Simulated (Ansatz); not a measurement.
CdIn$_{2}$O$_{4}$ (spinel, Fd-3m), plane-wave PAW LDA (Ansatz code), all energies at zero smearing, with the estimated change up to a 700 eV cutoff added, with one set of potentials and settings (totals compare only within such a set). Cell of 14 atoms (4 In, 8 O, 2 Cd): -42507.342 eV.

| element | reference phase | E (eV/atom) |
|---|---|---|
| In | I4/mmm, 1 atoms in the cell | -5457.1653 |
| O | C2/m, 4 atoms in the cell, spin-polarised | -552.6518 |
| Cd | P6_3/mmc, 2 atoms in the cell | -8117.8923 |

Formation energy per atom, worked out: (-42507.342 − 4×(-5457.1653) − 8×(-552.6518) − 2×(-8117.8923))/14 = -1.549 eV/atom (-149 kJ per mol of atoms), at 0 K, without zero-point energy or fitted corrections.

The cell was relaxed with LDA under the symmetry of its start. The references are the lowest solids computed at this level, not always the standard phases (solids in place of the gases).

Potentials: the later of the program's two PAW sets.
